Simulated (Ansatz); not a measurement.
The following input was run with Ansatz 0.2.0.

```yaml
crystal:
  lattice:
    - [4.0435953899, 0.0, 0.0]
    - [-2.0217976949, 3.5018563302, 0.0]
    - [0.0, 0.0, 16.7615308656]
  atoms:
    - { symbol: In, position: [0.3333333333, 0.6666666667, 0.1665097168] }
    - { symbol: In, position: [0.6666666667, 0.3333333333, 0.6665097168] }
    - { symbol: In, position: [0.3333333333, 0.6666666667, 0.3334902832] }
    - { symbol: In, position: [0.6666666667, 0.3333333333, 0.8334902832] }
    - { symbol: Se, position: [0.3333333333, 0.6666666667, 0.5902354755] }
    - { symbol: Se, position: [0.6666666667, 0.3333333333, 0.0902354755] }
    - { symbol: Se, position: [0.3333333333, 0.6666666667, 0.9097645245] }
    - { symbol: Se, position: [0.6666666667, 0.3333333333, 0.4097645245] }
basis:
  ecutwfc: 420
kpoints:
  mp_grid: { grid: [12, 12, 2] }
hamiltonian:
  xc: pbe
  dispersion: d3bj
scf:
  occupations: { method: gaussian, width: 0.02 }
output:
  forces: true
  stress: true
  eigenvalues: true
relax:
  adjacent_minimum: "off"
  f_tol: 0.005
  max_steps: 80
  cell: { stress_tol: 0.05 }
```

Command:
```bash
ansatz run input.yaml --threads 2 --pin off --max-ram 5120MiB --backend cpu --events-out ev --progress --plain --runs-dir out
```

The calculation used Ansatz 0.2.0, DFT PBE+D3(BJ), scalar-relativistic, plane waves, PAW.

Part of what the program printed, abridged:

```
Pseudopotentials: kind: paw
Pseudopotential: In, paw, valence charge 13, recommended cutoff 420 eV (normal)
Pseudopotential: Se, paw, valence charge 16, recommended cutoff 420 eV (normal)
Functional definition: PBE
Crystal: 8 atoms, lattice volume = 237.345 Å³
Basis set: ecut = 420 eV, 4629 PW (Γ), exchange–correlation on 60×60×240 points (8 copies of the dense FFT grid, shifted against one another)
Bands: 70, of which v1, the nominal top of the filled ones, is band 58 counted from 1 (57 counted from 0)
Symmetry: 24 space group operations
Space group: P63/mmc (ITA 194), of the structure as read, at distance tolerance 6.2e-5 Å
k-points: 38 of 288
Initial density: superposition of atomic densities (neutral atoms: chi_scale 0, normalization atom), corrected by the library's trained network
Initial wavefunctions: pseudopotential atomic-orbital guess
Functional: x = pbe(κ = 0.804, μ = 0.21951497), c = pbe(β = 0.06672455)
SCF iter   1: F=—  HF=-44274.155430 eV  |F-HF|=—  |Δ(HF+E_count)|=         —  Δρ=1.55e-3  dr2=1.49e-2  ethr=1.77e-3  ⟨swp⟩=6.2  Hψ=10332  notcnv=0
SCF iter   2: F=—  HF=-44274.150823 eV  |F-HF|=—  |Δ(HF+E_count)|=   4.61e-3  Δρ=6.35e-4  dr2=8.81e-4  ethr=1.28e-5  ⟨swp⟩=2.1  Hψ=4688  notcnv=0  defer=287
SCF iter   3: F=—  HF=-44274.151010 eV  |F-HF|=—  |Δ(HF+E_count)|=   1.86e-4  Δρ=3.33e-4  dr2=2.52e-4  ethr=7.60e-7  ⟨swp⟩=3.0  Hψ=4577  notcnv=0  defer=287
SCF iter   4: F=—  HF=-44274.151201 eV  |F-HF|=—  |Δ(HF+E_count)|=   1.91e-4  Δρ=6.31e-5  dr2=1.00e-5  ethr=2.18e-7  ⟨swp⟩=2.0  Hψ=3057  notcnv=0  defer=287
SCF iter   5: F=—  HF=-44274.151237 eV  |F-HF|=—  |Δ(HF+E_count)|=   3.58e-5  Δρ=1.93e-5  dr2=1.56e-6  ethr=8.65e-9  ⟨swp⟩=2.0  Hψ=4577  notcnv=0  defer=287
SCF iter   6: F=—  HF=-44274.151238 eV  |F-HF|=—  |Δ(HF+E_count)|=   1.48e-6  Δρ=7.64e-6  dr2=1.69e-7  ethr=1.35e-9  ⟨swp⟩=2.0  Hψ=4577  notcnv=0  defer=287
SCF iter   7: F=-44274.151239 eV  HF=-44274.151239 eV  |F-HF|=1.10e-8  |Δ(HF+E_count)|=   2.68e-7  Δρ=1.59e-6  dr2=5.69e-9  ethr=8.62e-11  ⟨swp⟩=9.3  Hψ=10783  notcnv=0
SCF 1 converged in 7 iterations: F = -44274.151239 eV  dr2 = 5.69e-9
relax step   1: F+E_penalty+E_count = -44274.15123870 eV  Δ(F+E_penalty+E_count) = +0.000e0 eV  max|allowed force component| = 3.216e-2 eV/Å  Δτ_max = 0.0000 Å  P = -0.148 GPa  Ω = 237.345 Å³  (7 SCF iters, dr2 threshold 1.00e-7 eV, accepted)
Crystal: 8 atoms, lattice volume = 234.381 Å³
Basis set: ecut = 420 eV, 4591 PW (Γ), exchange–correlation on 60×60×240 points (8 copies of the dense FFT grid, shifted against one another)
Initial density: handed on by an earlier stage of this run
Initial wavefunctions: those handed on with the density
SCF iter   1: F=—  HF=-44274.154941 eV  |F-HF|=—  |Δ(HF+E_count)|=         —  Δρ=1.61e-3  dr2=1.92e-2  ethr=1.63e-5  ⟨swp⟩=3.2  Hψ=11603  notcnv=0
SCF iter   2: F=—  HF=-44274.150956 eV  |F-HF|=—  |Δ(HF+E_count)|=   3.98e-3  Δρ=5.70e-4  dr2=7.39e-4  ethr=1.63e-5  ⟨swp⟩=3.0  Hψ=3703  notcnv=0
SCF iter   3: F=—  HF=-44274.150782 eV  |F-HF|=—  |Δ(HF+E_count)|=   1.74e-4  Δρ=2.69e-4  dr2=1.73e-4  ethr=6.37e-7  ⟨swp⟩=2.9  Hψ=4842  notcnv=0
SCF iter   4: F=—  HF=-44274.150784 eV  |F-HF|=—  |Δ(HF+E_count)|=   2.11e-6  Δρ=7.14e-5  dr2=1.73e-5  ethr=1.49e-7  ⟨swp⟩=2.0  Hψ=4560  notcnv=0
SCF iter   5: F=—  HF=-44274.150823 eV  |F-HF|=—  |Δ(HF+E_count)|=   3.84e-5  Δρ=2.38e-5  dr2=1.98e-6  ethr=1.49e-8  ⟨swp⟩=2.0  Hψ=4864  notcnv=0
SCF iter   6: F=—  HF=-44274.150824 eV  |F-HF|=—  |Δ(HF+E_count)|=   1.51e-6  Δρ=7.53e-6  dr2=2.15e-7  ethr=1.71e-9  ⟨swp⟩=2.0  Hψ=4864  notcnv=0
SCF iter   7: F=-44274.150825 eV  HF=-44274.150825 eV  |F-HF|=3.68e-8  |Δ(HF+E_count)|=   4.60e-7  Δρ=2.73e-6  dr2=1.77e-8  ethr=7.50e-11  ⟨swp⟩=5.6  Hψ=10037  notcnv=0
SCF 2 converged in 7 iterations: F = -44274.150825 eV  dr2 = 1.77e-8
relax step   2: F+E_penalty+E_count = -44274.15082480 eV  Δ(F+E_penalty+E_count) = +4.139e-4 eV  max|allowed force component| = 8.146e-2 eV/Å  Δτ_max = 0.0187 Å  P = +0.075 GPa  Ω = 234.381 Å³  energy of the carried Pulay correction = +5.444e-4 eV  (7 SCF iters, dr2 threshold 8.70e-8 eV, rejected (line search))
Crystal: 8 atoms, lattice volume = 236.115 Å³
SCF iter   1: F=—  HF=-44274.154428 eV  |F-HF|=—  |Δ(HF+E_count)|=         —  Δρ=1.18e-3  dr2=8.20e-3  ethr=7.05e-6  ⟨swp⟩=3.7  Hψ=10353  notcnv=0
SCF iter   2: F=—  HF=-44274.152630 eV  |F-HF|=—  |Δ(HF+E_count)|=   1.80e-3  Δρ=4.42e-4  dr2=4.13e-4  ethr=7.05e-6  ⟨swp⟩=2.2  Hψ=3487  notcnv=0
SCF iter   3: F=—  HF=-44274.152534 eV  |F-HF|=—  |Δ(HF+E_count)|=   9.61e-5  Δρ=1.91e-4  dr2=8.20e-5  ethr=3.56e-7  ⟨swp⟩=3.0  Hψ=4874  notcnv=0
SCF iter   4: F=—  HF=-44274.152525 eV  |F-HF|=—  |Δ(HF+E_count)|=   9.01e-6  Δρ=5.07e-5  dr2=8.40e-6  ethr=7.07e-8  ⟨swp⟩=2.0  Hψ=4560  notcnv=0
SCF iter   5: F=—  HF=-44274.152562 eV  |F-HF|=—  |Δ(HF+E_count)|=   3.72e-5  Δρ=1.65e-5  dr2=9.63e-7  ethr=7.24e-9  ⟨swp⟩=2.0  Hψ=4864  notcnv=0
SCF iter   6: F=—  HF=-44274.152563 eV  |F-HF|=—  |Δ(HF+E_count)|=   5.96e-7  Δρ=5.42e-6  dr2=1.22e-7  ethr=8.30e-10  ⟨swp⟩=2.0  Hψ=4864  notcnv=0
SCF iter   7: F=—  HF=-44274.152563 eV  |F-HF|=—  |Δ(HF+E_count)|=   2.36e-7  Δρ=1.95e-6  dr2=9.24e-9  ethr=1.05e-10  ⟨swp⟩=3.0  Hψ=4210  notcnv=0
SCF iter   8: F=—  HF=-44274.152563 eV  |F-HF|=—  |Δ(HF+E_count)|=   2.20e-8  Δρ=4.72e-7  dr2=7.47e-10  ethr=7.96e-12  ⟨swp⟩=2.0  Hψ=4104  notcnv=0
SCF iter   9: F=-44274.152563 eV  HF=-44274.152563 eV  |F-HF|=1.31e-10  |Δ(HF+E_count)|=   2.96e-9  Δρ=1.39e-7  dr2=5.94e-11  ethr=1.00e-12  ⟨swp⟩=5.3  Hψ=9137  notcnv=0
SCF 3 converged in 9 iterations: F = -44274.152563 eV  dr2 = 5.94e-11
relax step   3: F+E_penalty+E_count = -44274.15256290 eV  Δ(F+E_penalty+E_count) = -1.324e-3 eV  max|allowed force component| = 1.112e-2 eV/Å  Δτ_max = 0.0033 Å  P = +0.018 GPa  Ω = 236.115 Å³  energy of the carried Pulay correction = +2.246e-4 eV  (9 SCF iters, accepted)
Crystal: 8 atoms, lattice volume = 235.971 Å³
SCF iter   1: F=—  HF=-44274.152647 eV  |F-HF|=—  |Δ(HF+E_count)|=         —  Δρ=1.94e-4  dr2=1.41e-4  ethr=1.22e-7  ⟨swp⟩=2.4  Hψ=9401  notcnv=0
SCF iter   2: F=—  HF=-44274.152613 eV  |F-HF|=—  |Δ(HF+E_count)|=   3.31e-5  Δρ=7.86e-5  dr2=1.28e-5  ethr=1.21e-7  ⟨swp⟩=2.0  Hψ=3056  notcnv=0
SCF iter   3: F=—  HF=-44274.152598 eV  |F-HF|=—  |Δ(HF+E_count)|=   1.50e-5  Δρ=2.75e-5  dr2=1.77e-6  ethr=1.10e-8  ⟨swp⟩=2.9  Hψ=4832  notcnv=0
SCF iter   4: F=—  HF=-44274.152633 eV  |F-HF|=—  |Δ(HF+E_count)|=   3.41e-5  Δρ=8.76e-6  dr2=2.23e-7  ethr=1.53e-9  ⟨swp⟩=2.0  Hψ=4864  notcnv=0
SCF iter   5: F=—  HF=-44274.152633 eV  |F-HF|=—  |Δ(HF+E_count)|=   8.87e-8  Δρ=2.54e-6  dr2=2.07e-8  ethr=1.93e-10  ⟨swp⟩=2.0  Hψ=4864  notcnv=0
SCF iter   6: F=-44274.152633 eV  HF=-44274.152633 eV  |F-HF|=3.84e-9  |Δ(HF+E_count)|=   1.01e-8  Δρ=8.39e-7  dr2=3.15e-9  ethr=6.66e-12  ⟨swp⟩=4.8  Hψ=9945  notcnv=0
SCF 4 converged in 6 iterations: F = -44274.152633 eV  dr2 = 3.15e-9
relax step   4: F+E_penalty+E_count = -44274.15263262 eV  Δ(F+E_penalty+E_count) = -6.973e-5 eV  max|allowed force component| = 1.922e-3 eV/Å  Δτ_max = 0.0028 Å  P = -0.001 GPa  Ω = 235.971 Å³  energy of the carried Pulay correction = +2.510e-4 eV  (6 SCF iters, dr2 threshold 7.73e-9 eV, accepted)
Basis set: ecut = 420 eV, 4629 PW (Γ), exchange–correlation on 54×54×240 points (8 copies of the dense FFT grid, shifted against one another)
Initial wavefunctions: pseudopotential atomic-orbital guess (no wavefunctions were taken with the density)
SCF iter   1: F=—  HF=-44274.152314 eV  |F-HF|=—  |Δ(HF+E_count)|=         —  Δρ=9.07e-6  dr2=3.96e-8  ethr=7.37e-8  ⟨swp⟩=3.1  Hψ=17800  notcnv=0
SCF iter   2: F=—  HF=-44274.152373 eV  |F-HF|=—  |Δ(HF+E_count)|=   5.89e-5  Δρ=4.21e-6  dr2=8.72e-9  ethr=3.41e-11  ⟨swp⟩=2.0  Hψ=4865  notcnv=0
SCF iter   3: F=—  HF=-44274.152373 eV  |F-HF|=—  |Δ(HF+E_count)|=   1.00e-8  Δρ=1.19e-6  dr2=1.10e-9  ethr=7.52e-12  ⟨swp⟩=3.0  Hψ=4367  notcnv=0
SCF iter   4: F=—  HF=-44274.152373 eV  |F-HF|=—  |Δ(HF+E_count)|=   1.40e-9  Δρ=1.22e-7  dr2=8.88e-11  ethr=1.00e-12  ⟨swp⟩=3.0  Hψ=4864  notcnv=0
SCF iter   5: F=-44274.152373 eV  HF=-44274.152373 eV  |F-HF|=0.00e0  |Δ(HF+E_count)|=  1.02e-10  Δρ=7.63e-8  dr2=2.87e-11  ethr=1.00e-12  ⟨swp⟩=4.1  Hψ=7869  notcnv=0
SCF 5 converged in 5 iterations: F = -44274.152373 eV  dr2 = 2.87e-11
SCF converged after 5 iterations
Free energy (F): -44274.152373 eV
Harris-Foulkes:  -44274.152373 eV  (|F-HF|=0.00e0)
Internal energy: -44274.152373 eV  (E = F + TS)
E sigma→0 (E₀):  -44274.152373 eV
Fermi energy:    7.346212 eV
--- Per-component energies (eV) ---
  E_band       = -1835.083673
  E_kinetic    = 1444.749930
  E_local      = -15827.375043  (includes V_loc(G=0)·N_el)
  E_nonlocal   = -914.118166
  E_hartree    = 7294.415468
  E_xc         = -1277.247518
  E_vxc        = -788.725421  (∫ρ·V_xc dr)
  E_paw        = -24265.394146  (= ΣΔE_a)
  E_vpaw       = -338.443385  (= ΣTr[D̂ρ^β])
  E_aug_tail   = -0.002316  (compensation charges beyond the density's cutoff)
  E_ewald      = -10726.805405
  E_disp       = -2.375178  (pairwise vdW)
  E_smearing   =  0.000000  (= −TS)
--- Forces (eV/Å), atoms counted from 1 ---
  atom   1  In     0.00000000     0.00000000     0.00193786
  atom   2  In     0.00000000     0.00000000     0.00193786
  atom   3  In     0.00000000     0.00000000    -0.00193786
  atom   4  In     0.00000000     0.00000000    -0.00193786
  atom   5  Se     0.00000000     0.00000000     0.00157295
  atom   6  Se     0.00000000     0.00000000     0.00157295
  atom   7  Se     0.00000000     0.00000000    -0.00157295
  atom   8  Se     0.00000000     0.00000000    -0.00157295
--- Stress (GPa, compression-positive) ---
        0.000732       0.000000       0.000000
        0.000000       0.000732       0.000000
        0.000000       0.000000      -0.004178
  P = ⅓ Tr σ = -0.0009 GPa (-0.009 kbar)
--- Band table (eV; the first three rows and the last of 38) ---
  k-point 0: bands = ["-40.2650", "-40.2650", "-40.2650", "-40.2650", "-40.2650", "-40.2650", "-40.2650", "-40.2650", "-40.2385", "-40.2385", "-40.2385", "-40.2385", "-40.2383", "-40.2383", "-40.2383", "-40.2383", "-40.2285", "-40.2285", "-40.2285", "-40.2285", "-7.6197", "-7.6189", "-7.4334", "-7.4334", "-7.4329", "-7.4329", "-7.3494", "-7.3494", "-7.3492", "-7.3492", "-7.3421", "-7.3421", "-7.3421", "-7.3421", "-7.1663", "-7.1663", "-7.1661", "-7.1661", "-7.1421", "-7.1371", "-6.2952", "-6.1674", "-6.0061", "-5.8659", "0.8694", "1.2128", "2.8909", "3.7622", "5.6357", "5.7851", "5.7851", "5.8562", "5.8562", "5.9975", "5.9975", "6.0732", "6.0732", "7.1618", "7.5306", "8.9064", "9.2908", "9.3 ...
  k-point 1: bands = ["-40.2650", "-40.2650", "-40.2650", "-40.2650", "-40.2650", "-40.2650", "-40.2650", "-40.2650", "-40.2385", "-40.2385", "-40.2385", "-40.2385", "-40.2383", "-40.2383", "-40.2383", "-40.2383", "-40.2285", "-40.2285", "-40.2285", "-40.2285", "-7.6193", "-7.6193", "-7.4331", "-7.4331", "-7.4331", "-7.4331", "-7.3493", "-7.3493", "-7.3493", "-7.3493", "-7.3421", "-7.3421", "-7.3421", "-7.3421", "-7.1662", "-7.1662", "-7.1662", "-7.1662", "-7.1396", "-7.1396", "-6.2454", "-6.2454", "-5.9219", "-5.9219", "1.0203", "1.0203", "3.2991", "3.2991", "5.8146", "5.8146", "5.8146", "5.8146", "6.0414", "6.0414", "6.0414", "6.0414", "6.2471", "6.2471", "8.3893", "8.3893", "9.3089", "9.3 ...
  k-point 2: bands = ["-40.2650", "-40.2650", "-40.2650", "-40.2650", "-40.2650", "-40.2650", "-40.2650", "-40.2650", "-40.2385", "-40.2385", "-40.2385", "-40.2385", "-40.2383", "-40.2383", "-40.2383", "-40.2383", "-40.2285", "-40.2285", "-40.2285", "-40.2285", "-7.6193", "-7.6185", "-7.4591", "-7.4556", "-7.4323", "-7.4319", "-7.3791", "-7.3751", "-7.3446", "-7.3444", "-7.3440", "-7.3439", "-7.3387", "-7.3387", "-7.1892", "-7.1861", "-7.1669", "-7.1667", "-7.1107", "-7.1103", "-6.2205", "-6.0971", "-5.9392", "-5.8029", "0.9192", "1.2330", "2.9271", "3.6363", "5.2695", "5.4515", "5.4953", "5.6912", "5.7026", "5.7711", "5.9199", "6.0068", "6.0204", "7.1200", "8.0485", "9.0816", "9.6297", "9.6 ...
  k-point 37: bands = ["-40.2649", "-40.2649", "-40.2648", "-40.2648", "-40.2648", "-40.2648", "-40.2648", "-40.2648", "-40.2386", "-40.2386", "-40.2384", "-40.2384", "-40.2384", "-40.2384", "-40.2383", "-40.2383", "-40.2284", "-40.2284", "-40.2284", "-40.2284", "-7.7307", "-7.7307", "-7.6363", "-7.6363", "-7.5604", "-7.5604", "-7.4533", "-7.4533", "-7.3416", "-7.3416", "-7.3038", "-7.3038", "-7.2918", "-7.2918", "-7.2009", "-7.2009", "-7.1989", "-7.1989", "-7.0001", "-7.0001", "-4.8834", "-4.8834", "-4.8206", "-4.8206", "0.9991", "0.9991", "1.7618", "1.7618", "3.2294", "3.2294", "3.6959", "3.6959", "4.6191", "4.6191", "4.7623", "4.7623", "5.6363", "5.6363", "8.9202", "8.9202", "9.4273", "9. ...
--- Relaxed structure (4 steps of the walk, 3 accepted, 1 SCFs on fresh bases) ---
  F+E_penalty+E_count = -44274.15237280 eV   max|allowed force component| = 1.938e-3 eV/Å   (the final SCF, on the basis selected at the relaxed cell)
  cell:  # Å, volume = 235.9706 Å³
    - [4.03177149, 0.0, 0.0]
    - [-2.01588574, 3.49161653, 0.0]
    - [0.0, 0.0, 16.76237155]
  atoms:
    - { symbol: In, position: [0.33333333, 0.66666666, 0.16665819] }
    - { symbol: In, position: [0.66666666, 0.33333333, 0.66665819] }
    - { symbol: In, position: [0.33333333, 0.66666666, 0.33334180] }
    - { symbol: In, position: [0.66666666, 0.33333333, 0.83334180] }
    - { symbol: Se, position: [0.33333333, 0.66666666, 0.58987113] }
    - { symbol: Se, position: [0.66666666, 0.33333333, 0.08987113] }
    - { symbol: Se, position: [0.33333333, 0.66666666, 0.91012886] }
    - { symbol: Se, position: [0.66666666, 0.33333333, 0.41012886] }
```

The relaxation met its thresholds.

Time: 2.7 min on 2 threads of Intel(R) Xeon(R) Processor @ 2.50GHz (Skylake/Cascade Lake), on a shared host, peak memory 0.88 GiB.